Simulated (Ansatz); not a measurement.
ZnO (wurtzite, P6_3mc), PBEsol (plane waves, PAW; program Ansatz). The conduction-band minimum lies at Γ, with 1 equivalent valley. Second derivatives d²E/dk² of the lowest band at one valley (eV·Å²), along Cartesian directions:

| direction | d²E/dk² |
|---|---|
| [100] | 57.77 |
| [010] | 57.77 |
| [001] | 56.50 |
| [110] | 57.77 |
| [101] | 57.14 |
| [011] | 57.14 |

Task: Find the principal effective masses, the density-of-states mass and the conductivity mass.

Result: Off-diagonal terms follow from H_xy = H[110] − (H_xx + H_yy)/2, and m*/mₑ = 7.620 eV·Å² over each eigenvalue: 0.13, 0.13, 0.13. One valley's DOS mass (m₁m₂m₃)^(1/3) = 0.13, conductivity mass 3/(Σ 1/mᵢ) = 0.13 mₑ.

Task: What effective density of states Nc follows at 300 K for parabolic valleys?

Result: Nc = 2.509e19 × 1 × (0.13)^(3/2) ≈ 1.2e18 cm⁻³.

The cell was relaxed with PBEsol under the symmetry of its start.

Potentials: the later of the program's two PAW sets.

Edges and masses are those of Kohn–Sham bands, whose gap is no quasiparticle gap.
